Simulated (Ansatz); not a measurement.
**Structure types of Cs compared at 5 GPa**

Structure types of Cs are relaxed in primitive cells with their symmetry kept at 5 GPa, on PAW files; LAPW relaxes the small cells further and takes the PAW cell for the others (marked *). The enthalpy is E + pV at zero temperature, without zero-point motion. Only the types listed were tried, and differences under about 5 meV/atom are mesh noise. The real phase may be another.

Level of theory: DFT with LDA, scalar-relativistic, in Ansatz 0.2.0; Fermi–Dirac smearing of 0.05 eV, no spin polarisation. LAPW: all electrons, basis error target 0.5 meV/atom; PAW: frozen-core files, cutoff 420 eV.

k meshes: fcc 12×12×12, bcc 13×13×13, hcp 12×12×6, beta tin 12×12×12, hP4 7×7×5, dhcp 10×10×3.

Spin–orbit coupling is left out, which matters for the heavy atoms. The PAW files were made under PBE.

Which type is lowest in enthalpy, and by how much?

distorted dhcp, 7 meV/atom below beta tin. The whole table:

```json
{"start type": "fcc", "ends as": "fcc, Fm-3m", "a, b, c (Å)": "5.406, 5.406, 5.406", "V (Å³/atom)": "39.50", "H − H(lowest), LAPW (meV/atom)": "60.4", "same, PAW": "60.5"}
{"start type": "bcc", "ends as": "bcc, Im-3m", "a, b, c (Å)": "4.322, 4.322, 4.322", "V (Å³/atom)": "40.37", "H − H(lowest), LAPW (meV/atom)": "59.3", "same, PAW": "59.3"}
{"start type": "hcp", "ends as": "hcp, P6_3/mmc", "a, b, c (Å)": "3.744, 3.744, 5.972", "V (Å³/atom)": "36.25", "H − H(lowest), LAPW (meV/atom)": "16.4", "same, PAW": "16.5"}
{"start type": "beta tin", "ends as": "beta tin, I4_1/amd", "a, b, c (Å)": "6.630, 6.630, 3.365", "V (Å³/atom)": "36.99", "H − H(lowest), LAPW (meV/atom)": "6.5", "same, PAW": "6.5"}
{"start type": "hP4*", "ends as": "distorted dhcp, P6_3/mmc", "a, b, c (Å)": "4.259, 4.259, 9.602", "V (Å³/atom)": "37.70", "H − H(lowest), LAPW (meV/atom)": "0.0", "same, PAW": "0.0"}
{"start type": "dhcp*", "ends as": "dhcp, P6_3/mmc", "a, b, c (Å)": "3.790, 3.790, 12.074", "V (Å³/atom)": "37.55", "H − H(lowest), LAPW (meV/atom)": "40.7", "same, PAW": "40.8"}
```

Would beta tin gain on distorted dhcp at higher pressure?

Yes: dH/dp = V, and its volume is smaller by 0.71 Å³/atom. Held constant, that would close the gap after about 1.5 GPa more, a rough figure, since the volume difference changes with pressure.
